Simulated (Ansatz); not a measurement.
SnS2:
```
CELL_PARAMETERS angstrom
      3.70241     0.00000     0.00000
     -1.85120     3.20638     0.00000
      0.00000     0.00000     6.98315
ATOMIC_POSITIONS crystal
  Sn 0.00000 0.00000 0.00000
  S  0.33333 0.66667 0.21168
  S  0.66667 0.33333 0.78832
```

Relaxed with PBE. Special points in fractions of this cell's reciprocal vectors: Γ (0.000, 0.000, 0.000); M (0.500, 0.000, 0.000); K (0.333, 0.333, 0.000); A (0.000, 0.000, 0.500); L (0.500, 0.000, 0.500); H (0.333, 0.333, 0.500).

### Question
List the band energies nearest the valence-band maximum at these points for PBE in the plane-wave PAW code Ansatz.

### Answer
In eV from the valence-band maximum; about four levels below and three above (degenerate sets whole), none deeper than 8.9 eV; points with the same levels are listed once.

```
k                          below                above
-  -----------------------------  -------------------
Γ  -0.48 -0.48 -0.43 -0.12 -0.12  2.06 3.78 5.41 5.41
M        -2.19 -2.02 -0.48 -0.22       1.61 4.70 6.40
K  -3.39 -3.39 -2.99 -0.68 -0.68       2.53 6.52 6.52
A        -0.49 -0.49 -0.11 -0.11  2.60 3.78 5.37 5.37
L        -2.17 -1.82 -0.44 -0.27       1.54 4.83 6.03
H  -3.47 -3.47 -3.04 -0.48 -0.48       2.76 5.86 5.86
```

Space group P-3m1 (CdI2 type). Symmetry was held in the PBE relaxation. The volume lies over 15 % above that of the usual cell of this phase: another minimum, or an error of the functional. A crystal of weakly bound layers computed without a dispersion correction: the cell and the soft elastic constants depend strongly on that. Spin–orbit coupling is left out wherever it is not named.

Potentials: the later of the program's two PAW sets.
